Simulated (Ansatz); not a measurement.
Input and command of a plane-wave DFT calculation in Ansatz:

```yaml
crystal:
  lattice:
    - [4.1416198952, 0.0, 0.0]
    - [0.0, 4.1416198952, 0.0]
    - [0.0, 0.0, 5.9623386995]
  atoms:
    - { symbol: Ir, position: [0.0, 0.5, 0.203], spin: 1.0 }
    - { symbol: Ir, position: [0.0, 0.5, 0.703], spin: 1.0 }
    - { symbol: Ir, position: [0.5, 0.0, 0.297], spin: 1.0 }
    - { symbol: Ir, position: [0.5, 0.0, 0.797], spin: 1.0 }
    - { symbol: S, position: [0.0, 0.0, 0.0] }
    - { symbol: S, position: [0.5, 0.5, 0.5] }
basis:
  ecutwfc: 420
kpoints:
  mp_grid: { grid: [4, 4, 4] }
hamiltonian:
  xc: pbe
scf:
  occupations: { method: gaussian, width: 0.1 }
  lower_state_search: "off"
output:
  forces: true
  stress: true
  eigenvalues: true
  populations: true
magnetization:
  spin_polarized: true
```

```bash
ansatz run input.yaml --threads 1 --pin off --max-ram 2560MiB --backend cpu --events-out ev --progress --plain --runs-dir out
```

Processor: AMD EPYC 7B13 (Zen 3), 1 thread, on a host shared with other jobs.

Task: How long does it run, and how much memory does it take?

Result: About 13 s on 1 thread of AMD EPYC 7B13 (Zen 3), on a shared host, peak memory 0.5 GiB. It solves 51 bands at 18 k points (the mesh reduced by the symmetry that the task leaves, which can be less than the crystal's) with about 1971 plane waves, in 14 SCF iterations.
